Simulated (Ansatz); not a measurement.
**Field gradients of KB3H8 from run to run**

Cell of run 1: a structure deposited in the COD, atoms as given.

Space group Cmcm (No. 63); a = 7.4256, b = 8.0809, c = 8.1959 Å.

```
site  Wyckoff  site symmetry       x       y       z
   K       4c            m2m  0.5000  0.8300  0.7500
  B3       8f            m..  0.5000  0.2213  0.6404
  B7       4c            m2m  0.5000  0.4107  0.7500
  H9      16h              1  0.3618  0.1605  0.5892
 H17       8f            m..  0.5000  0.3644  0.5769
 H21       8g            ..m  0.8631  0.9920  0.7500
```

One atom of each set is listed; the run and its k-mesh use a cell of 24 atoms with edges of 5.49, 5.49, 8.20 Å.

Relaxed positions (PBE, cell held):

K (0.5000, 0.8346, 0.7500)
B3 (0.5000, 0.2195, 0.6404)
B7 (0.5000, 0.4088, 0.7500)
H9 (0.3618, 0.1589, 0.5890)
H17 (0.5000, 0.3626, 0.5770)
H21 (0.8630, 0.9901, 0.7500)

All runs are DFT with Ansatz 0.2.0 (plane waves and PAW, scalar-relativistic unless spin–orbit coupling is named, Γ-centred meshes, Fermi–Dirac smearing where given) in this cell.

Run 1: PBE, atoms as given; 420 eV, 6×6×4 k-points, smearing 0.05 eV.
Run 2: PBE, atoms relaxed; 420 eV, 6×6×4 k-points, smearing 0.05 eV.
Run 3: r2SCAN, at the relaxed atoms; 500 eV, 6×6×4 k-points, smearing 0.05 eV.

Problem. What does each run give, and what moves the gradients most?

Solution. 

| run | K V_zz (η) | B3 V_zz (η) | H17 V_zz (η) |
| --- | --- | --- | --- |
| 1 | 0.94 (0.52) | 1.00 (0.76) | 1.24 (0.74) |
| 2 | 0.94 (0.51) | 0.99 (0.76) | 1.24 (0.74) |
| 3 | 1.01 (0.54) | 0.99 (0.71) | 1.23 (0.76) |

V_zz in 10²¹ V/m²; 3 of the 6 sets of like atoms are followed. Against run 1, the gradient tensors on these sites move by at most 0.01 in run 2, 0.07 in run 3 (K). Taken one at a time, the functional (r2SCAN with its higher cutoff) moves the tensors on these sites by up to 0.07 (largest principal value of the change, on K), the positions of the atoms (as given or relaxed) by 0.01.
